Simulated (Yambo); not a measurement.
Yambo run on AuPO4 (space group C2/c, No. 15). The wavefunctions are PBEsol (Quantum ESPRESSO, PseudoDojo norm-conserving, 84 Ry, no spin-orbit coupling) ones on a 2×2×2 mesh (48 occupied bands); a = b = 4.801 Å, c = 7.760 Å, α = β = 95.93°, γ = 72.22°.

Yambo input:

```
gw0
dyson
el_el_corr
HF_and_locXC
ppa
em1d
EXXRLvcs= 84 Ry
VXCRLvcs= 336 Ry
Chimod= "HARTREE"
% BndsRnXp
 9 | 262 |
%
NGsBlkXp= 7 Ry
% LongDrXp
 1.0 | 1.0 | 1.0 |
%
PPAPntXp= 27.2114 eV
% GbndRnge
 1 | 262 |
%
GTermKind= "BG"
DysSolver= "n"
ExtendOut
% QPkrange
 5 | 5 | 48 | 49 |
%
```

k points by index: 5 = (-0.5, -0.5, 0).

The o-*.qp file then holds:

```
#    K-point    Band    Eo [eV]    E [eV]    E-Eo [eV]    Vxc [eV]    Vnlxc [eV]    Sc|Eo [eV]    Sc|E [eV]    dSc/dw|Eo [eV]    Re(Z)    Im(Z)
#
    5    48    0.000000    -0.724111    -0.724111    -21.12302    -26.64456    4.609588    4.797431    -7.057708    0.794048    -0.001242
    5    49    1.803073    3.156651    1.353578    -22.19660    -18.20604    -2.318754    -2.636976    -6.397014    0.809659    -0.001093
```
(The two width columns are left out.) Convergence of these settings isn't established.

Geometry of the Materials Project entry, not relaxed at this level.

The structure is a Materials Project entry; no match was found in the copy of COD used, and its stability was not checked.
